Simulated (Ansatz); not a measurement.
Geometry optimisation in Ansatz: input, command and trajectory.

```yaml
crystal:
  lattice:
    - [7.0284909175, 0.0, 0.0]
    - [-3.5142454587, 6.0868516848, 0.0]
    - [0.0, 0.0, 3.4357509253]
  atoms:
    - { symbol: Nb, position: [0.4025374281, 0.4025374281, 0.5] }
    - { symbol: Nb, position: [0.5974625719, 0.0, 0.5] }
    - { symbol: Nb, position: [0.0, 0.5974625719, 0.5] }
    - { symbol: Si, position: [0.6666666667, 0.3333333333, 0.0] }
    - { symbol: Si, position: [0.3333333333, 0.6666666667, 0.0] }
    - { symbol: Si, position: [0.0, 0.0, 0.5] }
    - { symbol: Re, position: [0.7436807079, 0.7436807079, 0.0] }
    - { symbol: Re, position: [0.2563192921, 0.0, 0.0] }
    - { symbol: Re, position: [0.0, 0.2563192921, 0.0] }
basis:
  ecutwfc: 500
kpoints:
  mp_grid: { grid: [6, 6, 12] }
hamiltonian:
  xc: r2scan
scf:
  occupations: { method: gaussian, width: 0.1 }
output:
  forces: true
  stress: true
  eigenvalues: true
relax:
  adjacent_minimum: "off"
  f_tol: 0.01
  max_steps: 30
  cell: { stress_tol: 0.1, fix: [volume] }
```

```bash
ansatz run input.yaml --threads 2 --pin off --max-ram 5120MiB --backend cpu --events-out ev --progress --plain --runs-dir out
```

Level of theory: DFT r2SCAN, scalar-relativistic, plane waves, PAW in Ansatz 0.2.0.

The volume is held at 1.1 times that of the relaxed cell.

Of 4 frames 3 are shown, positions in Å and forces in eV/Å; the SCF threshold varies from step to step. Steps run on the plane waves of an earlier cell, with a Pulay correction in the pressure. The basis is chosen afresh for the last frame, the zero of the energies, and at times for earlier ones too; energy and pressure can step there, also at an unchanged geometry. Where two frames share a geometry here, they differ by under 2 meV/atom and 0.3 GPa. The mark taken_back stands on steps that the optimiser undid.

```xyz
9
Lattice="7.0285 0.0000 0.0000 -3.5142 6.0869 0.0000 0.0000 0.0000 3.4358" Properties=species:S:1:pos:R:3:forces:R:3 pbc="T T T" step=1 free_energy_over_end_meV_per_atom=0.24 pressure_GPa=-20.30
Nb    1.4146    2.4502    1.7179   -0.0144   -0.0249    0.0000
Nb    4.1993    0.0000    1.7179    0.0287    0.0000    0.0000
Nb   -2.0996    3.6367    1.7179   -0.0144    0.0249    0.0000
Si    3.5142    2.0290    0.0000    0.0000    0.0000    0.0000
Si    0.0000    4.0579    0.0000    0.0000    0.0000    0.0000
Si    0.0000    0.0000    1.7179    0.0000    0.0000    0.0000
Re    2.6135    4.5267    0.0000    0.0392    0.0679    0.0000
Re    1.8015    0.0000    0.0000   -0.0784    0.0000    0.0000
Re   -0.9008    1.5602    0.0000    0.0392   -0.0679    0.0000
9
Lattice="6.9995 0.0000 0.0000 -3.4997 6.0617 0.0000 0.0000 0.0000 3.4643" Properties=species:S:1:pos:R:3:forces:R:3 pbc="T T T" step=2 free_energy_over_end_meV_per_atom=0.25 pressure_GPa=-20.03 taken_back
Nb    1.4081    2.4389    1.7322    0.0260    0.0451    0.0000
Nb    4.1833    0.0000    1.7322   -0.0521    0.0000    0.0000
Nb   -2.0916    3.6228    1.7322    0.0260   -0.0451    0.0000
Si    3.4997    2.0206    0.0000    0.0000    0.0000    0.0000
Si    0.0000    4.0411    0.0000    0.0000    0.0000    0.0000
Si    0.0000    0.0000    1.7322    0.0000    0.0000    0.0000
Re    2.6089    4.5188    0.0000   -0.0153   -0.0265    0.0000
Re    1.7816    0.0000    0.0000    0.0305    0.0000    0.0000
Re   -0.8908    1.5429    0.0000   -0.0153    0.0265    0.0000
9
Lattice="7.0142 0.0000 0.0000 -3.5071 6.0745 0.0000 0.0000 0.0000 3.4498" Properties=species:S:1:pos:R:3:forces:R:3 pbc="T T T" step=4 free_energy_over_end_meV_per_atom=0.00 pressure_GPa=-20.16
Nb    1.4122    2.4459    1.7249    0.0008    0.0013    0.0000
Nb    4.1899    0.0000    1.7249   -0.0015    0.0000    0.0000
Nb   -2.0949    3.6285    1.7249    0.0008   -0.0013    0.0000
Si    3.5071    2.0248    0.0000    0.0000    0.0000    0.0000
Si    0.0000    4.0496    0.0000    0.0000    0.0000    0.0000
Si    0.0000    0.0000    1.7249    0.0000    0.0000    0.0000
Re    2.6122    4.5244    0.0000   -0.0011   -0.0020    0.0000
Re    1.7898    0.0000    0.0000    0.0023    0.0000    0.0000
Re   -0.8949    1.5500    0.0000   -0.0011    0.0020    0.0000
```

The run took 2.1 min on 2 threads of Oxide Virtual Turin-like Processor (Zen 5), on a shared host, peak memory 0.97 GiB.

Spin–orbit coupling is left out, which can shift energies with elements as heavy as these.